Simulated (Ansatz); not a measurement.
Mg3SnO (anti-perovskite, Pm-3m), DFT-r²SCAN in the program Ansatz with PAW potentials, all energies at zero smearing, with the estimated change up to a 700 eV cutoff added, with one set of potentials and settings (totals compare only within such a set). Cell of 5 atoms (1 Sn, 1 O, 3 Mg): -12389.558 eV.

```json
[
 {"element": "Sn", "reference phase": "Fd-3m, 2 atoms in the cell", "E (eV/atom)": "-6038.6401"},
 {"element": "O", "reference phase": "C2/m, 4 atoms in the cell, spin-polarised", "E (eV/atom)": "-566.0281"},
 {"element": "Mg", "reference phase": "P6_3/mmc, 2 atoms in the cell", "E (eV/atom)": "-1926.4086"}
]
```

Formation energy per atom, worked out: (-12389.558 − 1×(-6038.6401) − 1×(-566.0281) − 3×(-1926.4086))/5 = -1.133 eV/atom (-109 kJ per mol of atoms), at 0 K, without zero-point energy or fitted corrections.

The start of the workflow was typed in or built on a structure type; neither database checked (COD, Materials Project) lists it. Its standing as an ambient phase is unchecked. The cell was relaxed with r²SCAN under the symmetry of its start; whether a distortion lowers the energy is not shown. The references are the lowest solids computed at this level, not always the standard phases (solids in place of the gases). Spin–orbit coupling is left out wherever it is not named.

Potentials: the later of the program's two PAW sets.
